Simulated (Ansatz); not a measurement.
ZnS with Na replacing Zn: gradients before and after relaxing the atoms

Start: a supercell of ZnS (space group P6_3mc) built from a structure deposited in the COD, with all atoms left at the host's positions.

Space group P3m1 (No. 156); a = 7.6454, c = 12.5200 Å, γ = 120.00°.

| site | Wyckoff | site symmetry | x | y | z |
| --- | --- | --- | --- | --- | --- |
| Na | 1a | 3m. | 0.0000 | 0.0000 | 0.0000 |
| Zn2 | 3d | .m. | 0.0000 | 0.5000 | 0.0000 |
| Zn5 | 1a | 3m. | 0.0000 | 0.0000 | 0.5000 |
| Zn6 | 3d | .m. | 0.0000 | 0.5000 | 0.5000 |
| Zn9 | 3d | .m. | 0.1667 | 0.3333 | 0.2500 |
| Zn11 | 1c | 3m. | 0.6667 | 0.3333 | 0.2500 |
| Zn13 | 3d | .m. | 0.3333 | 0.1667 | 0.7500 |
| Zn14 | 1b | 3m. | 0.3333 | 0.6667 | 0.7500 |
| S17 | 1a | 3m. | 0.0000 | 0.0000 | 0.1875 |
| S18 | 3d | .m. | 0.0000 | 0.5000 | 0.1875 |
| S21 | 1a | 3m. | 0.0000 | 0.0000 | 0.6875 |
| S22 | 3d | .m. | 0.0000 | 0.5000 | 0.6875 |
| S25 | 3d | .m. | 0.1667 | 0.3333 | 0.4375 |
| S27 | 1c | 3m. | 0.6667 | 0.3333 | 0.4375 |
| S29 | 3d | .m. | 0.3333 | 0.1667 | 0.9375 |
| S30 | 1b | 3m. | 0.3333 | 0.6667 | 0.9375 |

One atom of each set is listed.

Method: Kohn–Sham DFT in Ansatz, PBE, plane waves and PAW, scalar-relativistic, collinear spin, 420 eV cutoff, Γ-centred 3×3×2 k-points, Fermi–Dirac smearing 0.01 eV. Start moments as typed (μB): 1 on each Na, none on the rest.

The largest force at the start is 1.8 eV/Å. Relaxing the ions at fixed cell moves them by 0.243 Å at most (atom 17, S) and 0.074 Å rms.

```json
{"site": "Na", "moved (Å)": "0.070", "first shell before": "4 S at 2.34–2.35 Å", "first shell after": "4 S at 2.52–2.54 Å", "V_zz before (10²¹ V/m²)": "-0.19", "η before": "0.00"}
{"site": "Zn2", "moved (Å)": "0.013", "first shell before": "4 S at 2.34–2.35 Å", "first shell after": "4 S at 2.30–2.35 Å", "V_zz before (10²¹ V/m²)": "0.53", "η before": "0.84"}
{"site": "Zn9", "moved (Å)": "0.042", "first shell before": "4 S at 2.34–2.35 Å", "first shell after": "4 S at 2.29–2.35 Å", "V_zz before (10²¹ V/m²)": "-0.75", "η before": "0.34"}
{"site": "Zn13", "moved (Å)": "0.040", "first shell before": "4 S at 2.34–2.35 Å", "first shell after": "4 S at 2.29–2.36 Å", "V_zz before (10²¹ V/m²)": "-0.81", "η before": "0.13"}
{"site": "S17", "moved (Å)": "0.243", "first shell before": "3 Zn at 2.34 Å, 1 Na at 2.35 Å", "first shell after": "3 Zn at 2.29 Å, 1 Na at 2.52 Å", "V_zz before (10²¹ V/m²)": "-9.36", "η before": "0.00"}
{"site": "S18", "moved (Å)": "0.012", "first shell before": "4 Zn at 2.34–2.35 Å", "first shell after": "4 Zn at 2.35 Å", "V_zz before (10²¹ V/m²)": "-0.40", "η before": "0.54"}
{"site": "S21", "moved (Å)": "0.002", "first shell before": "4 Zn at 2.34–2.35 Å", "first shell after": "4 Zn at 2.35–2.36 Å", "V_zz before (10²¹ V/m²)": "-0.52", "η before": "0.00"}
{"site": "S22", "moved (Å)": "0.035", "first shell before": "4 Zn at 2.34–2.35 Å", "first shell after": "4 Zn at 2.32–2.34 Å", "V_zz before (10²¹ V/m²)": "-0.59", "η before": "0.34"}
{"site": "S25", "moved (Å)": "0.037", "first shell before": "4 Zn at 2.34–2.35 Å", "first shell after": "4 Zn at 2.32–2.34 Å", "V_zz before (10²¹ V/m²)": "-0.53", "η before": "0.02"}
{"site": "S29", "moved (Å)": "0.174", "first shell before": "3 Zn at 2.34–2.35 Å, 1 Na at 2.34 Å", "first shell after": "3 Zn at 2.29–2.30 Å, 1 Na at 2.54 Å", "V_zz before (10²¹ V/m²)": "-6.85", "η before": "0.17"}
```

**Question.** How do the gradients change?

**Answer.** 

```json
{"site": "Na", "V_zz after": "-0.53", "η after": "0.00", "change of V_zz": "-0.34"}
{"site": "Zn2", "V_zz after": "-1.50", "η after": "0.67", "change of V_zz": "–"}
{"site": "Zn9", "V_zz after": "-1.63", "η after": "0.69", "change of V_zz": "-0.88"}
{"site": "Zn13", "V_zz after": "-1.33", "η after": "0.52", "change of V_zz": "-0.52"}
{"site": "S17", "V_zz after": "-9.67", "η after": "0.00", "change of V_zz": "-0.31"}
{"site": "S18", "V_zz after": "0.52", "η after": "0.65", "change of V_zz": "+0.92"}
{"site": "S21", "V_zz after": "-1.22", "η after": "0.00", "change of V_zz": "-0.70"}
{"site": "S22", "V_zz after": "-1.06", "η after": "0.02", "change of V_zz": "-0.47"}
{"site": "S25", "V_zz after": "-1.17", "η after": "0.15", "change of V_zz": "-0.64"}
{"site": "S29", "V_zz after": "-6.36", "η after": "0.10", "change of V_zz": "+0.49"}
```

The largest change of V_zz along a kept axis is on S18, from -0.40 to 0.52. In per cent, |V_zz| changes by -7 to +3 on S (all sites that start above 2). Where |V_zz| stays above 0.1 and the axes keep their order, η moves most on Zn9, from 0.34 to 0.69. On Zn13, S18 V_xx and V_yy change places (or their axes turn by over 50°), so the two values of η hide a larger change. V_zz changes sign on S18 (axis turned by 17°). On Zn2, Zn6 (not all in the table) the largest principal value lies along another axis in the second run, so the two V_zz can't be compared directly. The table leaves out 6 of the 16 sites, with |V_zz| up to 0.38; their tensors move by 0.36 at most along any direction. The statements above cover all sites. The electronic state changes along with the positions (absolute moment from 0.2 to 0.5 μB), so the changes aren't those of geometry alone. The host's own positions weren't relaxed first, so part of the change far from the defect can be the host's relaxation.

The defect repeats with the cell of 32 atoms, so it feels its images: sites between two images don't show the values beside a lone defect, and zeros or small values of η there can come from the images' arrangement. S and Zn carry a gradient in the pure host already, so the values there aren't the defect's effect alone. The defect cell has no gap above 0.1 eV on its mesh, so the values can hang on the smearing and the k-mesh. The run lost most of its start moments on Na; a state with other moments may lie lower.
Before: The neighbours have not yet relaxed around the defect (largest force 1.8 eV/Å), so a real crystal will differ.
After: The relaxation keeps the site symmetry 3m of the start, so the impurity can move only along its axis; a distortion that would localise the partly filled state isn't explored.
